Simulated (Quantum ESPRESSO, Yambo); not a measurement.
**Levels of theory for the gap of KSO2F**

KSO₂F (space group P2_1/m, No. 11): one geometry, one set of LDA (Quantum ESPRESSO, PseudoDojo norm-conserving, 84 Ry, without SOC) orbitals, self-energies from Yambo (2×2×2 Γ-centred k mesh, 269 bands and a 7 Ry block in the screening, 269 bands in G with the Bruneval-Gonze terminator, plasmon pole fitted at 27.2 eV).

The geometry is that of Materials Project entry mp-6560, symmetrised and not relaxed again.

| level | gap (-0.5, 0, -0.5) → (-0.5, 0, 0) (eV) | direct gap at (-0.5, 0, -0.5) (eV) | rough Yambo cost |
|---|---|---|---|
| LDA (Quantum ESPRESSO) | 3.92 | 3.93 | – |
| exchange only (Hartree-Fock self-energy on LDA orbitals) | 13.26 | 13.27 | about 1/20 (14 states) |
| static COHSEX@LDA | 8.49 | 8.51 | within a factor of two (3 states) |
| G0W0@LDA, plasmon pole | 7.46 | 7.48 | 1 (14 states) |

Bare exchange has no screening and gives the widest gap; static COHSEX screens it but leaves out the frequency dependence, which G0W0 restores.

Costs are rough ratios of core time on shared machines.

Nearest settings tried, and what they do to the gap: 175 bands in G: +11 meV; 128 bands in W: +72 meV; 3 Ry block (111 vectors against 385): +80 meV. Not varied: mesh. So the settings aren't converged at that level. The k mesh is coarse.
